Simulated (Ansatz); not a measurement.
The start is a relaxed NbAs cell shaken by Gaussian noise of σ = 0.08 Å a coordinate. The structure is fully relaxed (lattice and positions, P = 0) with PBEsol (plane waves to 420 eV, PAW, scalar-relativistic; Ansatz, a quantum-chemistry and plane-wave program). The first steps use a coarse 5×5×3 k-mesh.

Input geometry:
```yaml
crystal:
  lattice:
    - [4.86871, 0.00000, 0.00000]
    - [0.00000, 4.86871, 0.00000]
    - [0.00000, 0.00000, 7.48751]
  atoms:
    - { symbol: As, position: [0.49461, 0.49488, 0.51952] }
    - { symbol: As, position: [0.51125, 0.51619, 0.15341] }
    - { symbol: As, position: [0.52217, 0.48552, 0.82931] }
    - { symbol: As, position: [0.98828, 0.97002, 0.99139] }
    - { symbol: Nb, position: [0.50775, 0.98920, 0.52131] }
    - { symbol: Nb, position: [0.97678, 0.49167, 0.50312] }
    - { symbol: Nb, position: [0.51287, 0.99631, 0.97760] }
    - { symbol: Nb, position: [0.01278, 0.50452, 0.00316] }
```

Question: What is the largest force in the starting geometry, and on which atom (counted from 1)?

Answer: About 4.2 eV/Å, on As4 (atoms numbered as listed).

Question: How much energy is released per atom?

Answer: 0.86 eV/atom.

Question: How does the volume per atom move from start to end?

Answer: -11.7 %, from 22.19 to 19.59 Å³/atom.

Question: Does it find its way back to the structure it was made from?

Answer: It does not go back: it reaches Pm (No. 6), 0.78 eV/atom below the parent.

Question: Give the final cell and atomic positions.

Answer: 
Space group Pm (No. 6); a = 4.710 Å, b = 4.503 Å, c = 7.717 Å, α = 90.00°, β = 106.78°, γ = 90.00°

```csv
atom,site,symmetry,x,y,z
As,1b,m,0.2894,0.5000,0.4388
As,1b,m,0.4596,0.5000,0.7980
As,1b,m,0.6756,0.5000,0.1975
As,1a,m,0.0922,0.0000,0.1319
Nb,1a,m,0.5760,0.0000,0.3837
Nb,1b,m,0.8556,0.5000,0.5753
Nb,1a,m,0.5379,0.0000,0.0086
Nb,1b,m,0.0402,0.5000,0.9674
```

Final values are on a 10×10×7 k-mesh of the relaxed cell. No spin polarisation in the result.

The relaxed structure here is a generated cell of NbAs: the first start was made by a random draw of sites in a space group, and the end was not matched to a known phase here, so it may be hypothetical.
